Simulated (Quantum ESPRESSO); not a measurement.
pw.x input (Quantum ESPRESSO 7.5; PBEsol, PseudoDojo standard norm-conserving files, scalar-relativistic):

```
&CONTROL
  calculation = 'scf'
  pseudo_dir = './pseudo'
  outdir = './out'
  tprnfor = .true.
  tstress = .true.
/
&SYSTEM
  ibrav = 0
  nat = 10
  ntyp = 4
  ecutwfc = 84.0
  ecutrho = 336.0
  occupations = 'smearing'
  smearing = 'fd'
  degauss = 0.002
  nbnd = 54
/
&ELECTRONS
  conv_thr = 1e-09
/
ATOMIC_SPECIES
O 15.9990 O.upf
Zn 65.3800 Zn.upf
Sr 87.6200 Sr.upf
W 183.8400 W.upf
CELL_PARAMETERS angstrom
  0.000000000000   4.035525000000   4.035525000000
  4.035525000000   0.000000000000   4.035525000000
  4.035525000000   4.035525000000   0.000000000000
ATOMIC_POSITIONS crystal
O   0.758970000000   0.758970000000   0.241030000000
O   0.241030000000   0.241030000000   0.758970000000
O   0.241030000000   0.758970000000   0.758970000000
O   0.758970000000   0.241030000000   0.241030000000
O   0.758970000000   0.241030000000   0.758970000000
O   0.241030000000   0.758970000000   0.241030000000
Zn   0.500000000000   0.500000000000   0.500000000000
Sr   0.750000000000   0.750000000000   0.750000000000
Sr   0.250000000000   0.250000000000   0.250000000000
W   0.000000000000   0.000000000000   0.000000000000
K_POINTS automatic
6 6 6 0 0 0
```

End of the output:

```
     total energy              =    -904.97833212 Ry
     estimated scf accuracy    <       0.00000002 Ry
     total energy              =    -904.97833212 Ry
     estimated scf accuracy    <          9.7E-09 Ry
[...]
     the Fermi energy is    11.5081 ev
!    total energy              =    -904.97833212 Ry
     estimated scf accuracy    <          8.2E-11 Ry
     smearing contrib. (-TS)   =      -0.00000000 Ry
     internal energy E=F+TS    =    -904.97833212 Ry
     The total energy is F=E-TS. E is the sum of the following terms:
     one-electron contribution =    -476.82615733 Ry
     hartree contribution      =     282.77264377 Ry
     xc contribution           =    -160.19787917 Ry
     ewald contribution        =    -550.72693940 Ry
     convergence has been achieved in  12 iterations
     Forces acting on atoms (cartesian axes, Ry/au):
     atom    1 type  1   force =     0.00000000    0.00000000    0.02616516
     atom    2 type  1   force =     0.00000000    0.00000000   -0.02616516
     atom    3 type  1   force =     0.02616516    0.00000000    0.00000000
     atom    4 type  1   force =    -0.02616516    0.00000000    0.00000000
     atom    5 type  1   force =     0.00000000    0.02616516    0.00000000
     atom    6 type  1   force =     0.00000000   -0.02616516    0.00000000
     atom    7 type  2   force =     0.00000000   -0.00000000    0.00000000
     atom    8 type  3   force =    -0.00000000    0.00000000    0.00000000
     atom    9 type  3   force =     0.00000000   -0.00000000    0.00000000
     atom   10 type  4   force =     0.00000000    0.00000000    0.00000000
     Total force =     0.064091     Total SCF correction =     0.000019
     Computing stress (Cartesian axis) and pressure
          total   stress  (Ry/bohr**3)                   (kbar)     P=      -95.30
  -0.00064783   0.00000000   0.00000000          -95.30        0.00        0.00
   0.00000000  -0.00064783   0.00000000            0.00      -95.30        0.00
   0.00000000   0.00000000  -0.00064783            0.00        0.00      -95.30
```
In a gapped system the printed Fermi energy is only some level inside the gap.

Spin-orbit coupling is not included.

Geometry of the Materials Project entry, not relaxed at this level.
